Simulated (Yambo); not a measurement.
How GW settings move the gap: CdS

G0W0@PBE for CdS (zinc blende, space group F-43m, No. 216) in Yambo. Reference settings: 4×4×4 Γ-centred k mesh, bands 5 to 118 and a 10 Ry block in the screening, 118 bands in G with the Bruneval-Gonze terminator, plasmon pole fitted at 27.2 eV. The PBE gap Γ → Γ on this mesh is 1.09 eV; G0W0 gaps are taken between the same points.

```
change from the reference     G0W0 gap Γ → Γ (eV)  shift of the valence edge (eV)        rough Yambo cost
----------------------------  -------------------  ------------------------------  ----------------------
reference settings                           2.11                           -0.86                       1
42 bands in W, 42 bands in G                 2.16                           -0.61               about 1/2
42 bands in G                                2.12                           -0.84                       –
76 bands in G                                2.11                           -0.85                       –
54 bands in W                                2.12                           -0.70  within a factor of two
4 Ry block                                   2.02                           -0.67  within a factor of two
8 Ry block                                   2.11                           -0.85  within a factor of two
pole fitted at 10 eV                         2.06                           -0.68                       –
no random integration                        2.07                           -0.67                       –
42 bands in G, no terminator                 1.95                           -0.37                       –
```

The reference isn't shown to be the converged limit. Costs are rough (shared machines), scaled to the same edge states, and given only for runs that recompute the screening.

Spin-orbit splittings are left out.

Geometry of the Materials Project entry, not relaxed at this level; primitive cell a = 4.1620 Å, b = 4.1620 Å, c = 4.1620 Å, α = 60.00°, β = 60.00°, γ = 60.00°.

A shift is the quasiparticle energy of the state minus its PBE energy.
